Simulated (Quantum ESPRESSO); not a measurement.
# Zn2AlFO3: one run as intended and one with a planted mistake

A calculation, not a measurement. The program is pw.x of Quantum ESPRESSO 7.5 (plane-wave density functional theory). The cell is made up: 7 atoms on a zincblende/diamond lattice with one site empty, with randomly drawn elements, strain and displacements, not relaxed. PseudoDojo standard norm-conserving files (v0.5 for PBE, v0.4.1 for LDA and PBEsol) set the functional; there is no spin polarisation, spin-orbit coupling or dispersion term, and the masses in the input are unused placeholders.

Intended input:

```
&control calculation='scf', pseudo_dir='./dojo.nc.sr.pbe.v0_5.standard.upf', outdir='./o', disk_io='low', tprnfor=.true., tstress=.true. /
&system ibrav=0, nat=7, ntyp=4, nbnd=40, ecutwfc=84.00895049, nosym=.true., tot_charge=0,
 occupations='smearing', smearing='fd', degauss=0.0018374661
/
&electrons conv_thr=7.350e-09, electron_maxstep=60, /
ATOMIC_SPECIES
Al 1.0 Al.upf
F 1.0 F.upf
O 1.0 O.upf
Zn 1.0 Zn.upf
CELL_PARAMETERS angstrom
4.53 0.0338 0.0206
0.0338 4.4725 0.072
0.0206 0.072 4.5431
ATOMIC_POSITIONS angstrom
Zn -0.0668 0.0138 0.0394
Al 2.3239 0.1307 2.3731
Zn 2.2443 2.259 0.0137
F 1.1219 1.1626 1.0921
O 1.1238 3.3666 3.5435
O 3.2775 1.117 3.5137
O 3.3691 3.4216 1.2222
K_POINTS automatic
4 4 4 1 1 1
```

The log is shortened where brackets say so; the opening notice, blank lines, dates and the lines on written files are dropped, and the path of the files is cut. It prints rydbergs, bohrs and kilobars, and counts compression as positive stress. Where no state is partly filled, the Fermi energy that it prints is only some level between the filled and the empty states on the mesh, and need not lie in the true gap.

Log of the intended run:

```
     Program PWSCF v.7.5
     Parallel version (MPI & OpenMP), running on       4 processor cores
     Number of MPI processes:                 4
     Threads/MPI process:                     1
     [start-up lines left out]
     bravais-lattice index     =            0
     lattice parameter (alat)  =       8.5608  a.u.
     unit-cell volume          =     620.9457 (a.u.)^3
     number of atoms/cell      =            7
     number of atomic types    =            4
     number of electrons       =        68.00
     number of Kohn-Sham states=           40
     kinetic-energy cutoff     =      84.0090  Ry
     charge density cutoff     =     336.0358  Ry
     scf convergence threshold =      7.3E-09
     mixing beta               =       0.7000
     number of iterations used =            8  plain     mixing
     Exchange-correlation= PBE
                           (   1   4   3   4   0   0   0)
     [axes and pseudopotential details left out]
   Cartesian axes
     site n.     atom                  positions (alat units)
         1        Zn     tau(   1) = (  -0.0147456   0.0030462   0.0086972  )
         2        Al     tau(   2) = (   0.5129826   0.0288510   0.5238431  )
         3        Zn     tau(   3) = (   0.4954116   0.4986565   0.0030242  )
         4        F      tau(   4) = (   0.2476506   0.2566348   0.2410725  )
         5        O      tau(   5) = (   0.2480700   0.7431504   0.7821997  )
         6        O      tau(   6) = (   0.7234823   0.2465690   0.7756216  )
         7        O      tau(   7) = (   0.7437023   0.7552913   0.2697910  )
     number of k points=    32  Fermi-Dirac smearing, width (Ry)=  0.0018
                       cart. coord. in units 2pi/alat
        k(    1) = (   0.1235264   0.1237124   0.1221236), wk =   0.0625000
        k(    2) = (   0.1224223   0.1197065   0.3714807), wk =   0.0625000
     [further k points left out]
     Dense  grid:    64577 G-vectors     FFT dimensions: (  50,  50,  54)
     Estimated max dynamical RAM per process >     125.40 MB
     Estimated total dynamical RAM >     454.30 MB
     Initial potential from superposition of free atoms
     starting charge      67.9973, renormalised to      68.0000
     Starting wfcs are   40 randomized atomic wfcs
     total cpu time spent up to now is        4.1 secs
     per-process dynamical memory:    93.5 Mb
     Self-consistent Calculation
     iteration #  1     ecut=    84.01 Ry     beta= 0.70
     Davidson diagonalization with overlap
     ethr =  1.00E-02,  avg # of iterations =  4.3
     total cpu time spent up to now is       11.8 secs
     total energy              =    -988.77284080 Ry
     estimated scf accuracy    <       1.69992957 Ry
     iteration #  2     ecut=    84.01 Ry     beta= 0.70
     Davidson diagonalization with overlap
     ethr =  2.50E-03,  avg # of iterations =  3.1
     total cpu time spent up to now is       18.6 secs
     total energy              =    -989.03285986 Ry
     estimated scf accuracy    <       2.89779599 Ry
     [iterations 3 to 10 left out]
     iteration # 11     ecut=    84.01 Ry     beta= 0.70
     Davidson diagonalization with overlap
     ethr =  1.28E-10,  avg # of iterations =  2.0
     total cpu time spent up to now is       75.2 secs
     total energy              =    -989.59457810 Ry
     estimated scf accuracy    <          8.3E-09 Ry
     iteration # 12     ecut=    84.01 Ry     beta= 0.70
     Davidson diagonalization with overlap
     ethr =  1.22E-11,  avg # of iterations =  2.5
     total cpu time spent up to now is       81.8 secs
     End of self-consistent calculation
     [lines on levels left out]
     the Fermi energy is     7.4968 ev
!    total energy              =    -989.59457811 Ry
     estimated scf accuracy    <          3.2E-09 Ry
     smearing contrib. (-TS)   =      -0.00000000 Ry
     internal energy E=F+TS    =    -989.59457811 Ry
     The total energy is F=E-TS. E is the sum of the following terms:
     one-electron contribution =    -833.04423012 Ry
     hartree contribution      =     439.41411985 Ry
     xc contribution           =    -128.36698292 Ry
     ewald contribution        =    -467.59748491 Ry
     convergence has been achieved in  12 iterations
     Forces acting on atoms (cartesian axes, Ry/au):
     atom    1 type  4   force =    -0.00753451   -0.05932813   -0.03556271
     atom    2 type  1   force =    -0.00094518   -0.10780220    0.00600858
     atom    3 type  4   force =     0.06479050    0.06086244   -0.00427455
     atom    4 type  2   force =     0.02271337   -0.04672386    0.09876716
     atom    5 type  3   force =     0.03084259    0.11574459   -0.07472305
     atom    6 type  3   force =    -0.03291761   -0.02548258   -0.06018720
     atom    7 type  3   force =    -0.07694916    0.06272974    0.06997178
     Total force =     0.277332     Total SCF correction =     0.000160
     Computing stress (Cartesian axis) and pressure
          total   stress  (Ry/bohr**3)                   (kbar)     P=      -15.51
  -0.00001910   0.00002426   0.00020740           -2.81        3.57       30.51
   0.00002426  -0.00017260  -0.00034546            3.57      -25.39      -50.82
   0.00020740  -0.00034546  -0.00012462           30.51      -50.82      -18.33
     init_run     :      3.69s CPU      3.88s WALL (       1 calls)
     electrons    :     76.35s CPU     77.73s WALL (       1 calls)
     forces       :      1.09s CPU      1.12s WALL (       1 calls)
     stress       :      3.64s CPU      3.65s WALL (       1 calls)
     [timing details left out]
     PWSCF        :   1m25.03s CPU   1m26.73s WALL
     JOB DONE.
```

A second run has one planted mistake: the self-consistency threshold is too loose. The input lines that differ, file-writing options aside:

```
- &electrons conv_thr=7.350e-09, electron_maxstep=60, /
+ &electrons conv_thr=2.940e-03, electron_maxstep=60, /
```

Its log:

```
     Program PWSCF v.7.5
     Parallel version (MPI & OpenMP), running on       4 processor cores
     Number of MPI processes:                 4
     Threads/MPI process:                     1
     [start-up lines left out]
     bravais-lattice index     =            0
     lattice parameter (alat)  =       8.5608  a.u.
     unit-cell volume          =     620.9457 (a.u.)^3
     number of atoms/cell      =            7
     number of atomic types    =            4
     number of electrons       =        68.00
     number of Kohn-Sham states=           40
     kinetic-energy cutoff     =      84.0090  Ry
     charge density cutoff     =     336.0358  Ry
     scf convergence threshold =      2.9E-03
     mixing beta               =       0.7000
     number of iterations used =            8  plain     mixing
     Exchange-correlation= PBE
                           (   1   4   3   4   0   0   0)
     [axes and pseudopotential details left out]
   Cartesian axes
     site n.     atom                  positions (alat units)
         1        Zn     tau(   1) = (  -0.0147456   0.0030462   0.0086972  )
         2        Al     tau(   2) = (   0.5129826   0.0288510   0.5238431  )
         3        Zn     tau(   3) = (   0.4954116   0.4986565   0.0030242  )
         4        F      tau(   4) = (   0.2476506   0.2566348   0.2410725  )
         5        O      tau(   5) = (   0.2480700   0.7431504   0.7821997  )
         6        O      tau(   6) = (   0.7234823   0.2465690   0.7756216  )
         7        O      tau(   7) = (   0.7437023   0.7552913   0.2697910  )
     number of k points=    32  Fermi-Dirac smearing, width (Ry)=  0.0018
                       cart. coord. in units 2pi/alat
        k(    1) = (   0.1235264   0.1237124   0.1221236), wk =   0.0625000
        k(    2) = (   0.1224223   0.1197065   0.3714807), wk =   0.0625000
     [further k points left out]
     Dense  grid:    64577 G-vectors     FFT dimensions: (  50,  50,  54)
     Estimated max dynamical RAM per process >     125.40 MB
     Estimated total dynamical RAM >     454.30 MB
     Initial potential from superposition of free atoms
     starting charge      67.9973, renormalised to      68.0000
     Starting wfcs are   40 randomized atomic wfcs
     total cpu time spent up to now is        3.9 secs
     per-process dynamical memory:    93.5 Mb
     Self-consistent Calculation
     iteration #  1     ecut=    84.01 Ry     beta= 0.70
     Davidson diagonalization with overlap
     ethr =  1.00E-02,  avg # of iterations =  4.3
     total cpu time spent up to now is       11.5 secs
     total energy              =    -988.77284080 Ry
     estimated scf accuracy    <       1.69992957 Ry
     iteration #  2     ecut=    84.01 Ry     beta= 0.70
     Davidson diagonalization with overlap
     ethr =  2.50E-03,  avg # of iterations =  3.1
     total cpu time spent up to now is       18.2 secs
     total energy              =    -989.03285986 Ry
     estimated scf accuracy    <       2.89779599 Ry
     iteration #  3     ecut=    84.01 Ry     beta= 0.70
     Davidson diagonalization with overlap
     ethr =  2.50E-03,  avg # of iterations =  2.0
     total cpu time spent up to now is       24.5 secs
     total energy              =    -989.57866596 Ry
     estimated scf accuracy    <       0.06701876 Ry
     iteration #  4     ecut=    84.01 Ry     beta= 0.70
     Davidson diagonalization with overlap
     ethr =  9.86E-05,  avg # of iterations =  2.7
     total cpu time spent up to now is       31.0 secs
     total energy              =    -989.59318763 Ry
     estimated scf accuracy    <       0.00898790 Ry
     iteration #  5     ecut=    84.01 Ry     beta= 0.70
     Davidson diagonalization with overlap
     ethr =  1.32E-05,  avg # of iterations =  4.0
     total cpu time spent up to now is       37.5 secs
     End of self-consistent calculation
     [lines on levels left out]
     the Fermi energy is     7.4933 ev
!    total energy              =    -989.59290739 Ry
     estimated scf accuracy    <       0.00274389 Ry
     smearing contrib. (-TS)   =      -0.00000000 Ry
     internal energy E=F+TS    =    -989.59290739 Ry
     The total energy is F=E-TS. E is the sum of the following terms:
     one-electron contribution =    -833.00390120 Ry
     hartree contribution      =     439.40374616 Ry
     xc contribution           =    -128.39526744 Ry
     ewald contribution        =    -467.59748491 Ry
     convergence has been achieved in   5 iterations
     Forces acting on atoms (cartesian axes, Ry/au):
     atom    1 type  4   force =    -0.01765738   -0.05991642   -0.04107366
     atom    2 type  1   force =     0.00068120   -0.11069689    0.00924342
     atom    3 type  4   force =     0.07194474    0.05964744   -0.01106472
     atom    4 type  2   force =     0.02095630   -0.04429210    0.09834733
     atom    5 type  3   force =     0.03273480    0.11568288   -0.07024751
     atom    6 type  3   force =    -0.03115312   -0.02457085   -0.05786696
     atom    7 type  3   force =    -0.07750653    0.06414594    0.07266210
     Total force =     0.280306     Total SCF correction =     0.197015
     SCF correction compared to forces is large: reduce conv_thr to get better values
     Computing stress (Cartesian axis) and pressure
          total   stress  (Ry/bohr**3)                   (kbar)     P=       -4.39
   0.00006892  -0.00004015   0.00022981           10.14       -5.91       33.81
  -0.00004015  -0.00008209  -0.00032737           -5.91      -12.08      -48.16
   0.00022981  -0.00032737  -0.00007644           33.81      -48.16      -11.24
     init_run     :      3.60s CPU      3.77s WALL (       1 calls)
     electrons    :     33.09s CPU     33.59s WALL (       1 calls)
     forces       :      1.30s CPU      1.32s WALL (       1 calls)
     stress       :      6.13s CPU      6.13s WALL (       1 calls)
     [timing details left out]
     PWSCF        :     44.35s CPU     45.12s WALL
     JOB DONE.
```

|  | intended run | run with the mistake |
| --- | --- | --- |
| free energy (eV) | -13464.120 | -13464.097 |
| smearing term -TS (eV) | 0.0000 | 0.0000 |
| pressure (GPa) | -1.55 | -0.44 |
| largest force component (eV/Å) | 2.976 | 2.974 |
| largest change of a force component (eV/Å) |  | 0.260 |
| iterations | 12 | 5 |

For scale, a rerun of the intended cell at 1437 eV and a 6 x 6 x 6 mesh moved values by no more than 0.002 eV in energy, 0.03 GPa in stress and 0.002 eV/Å in force.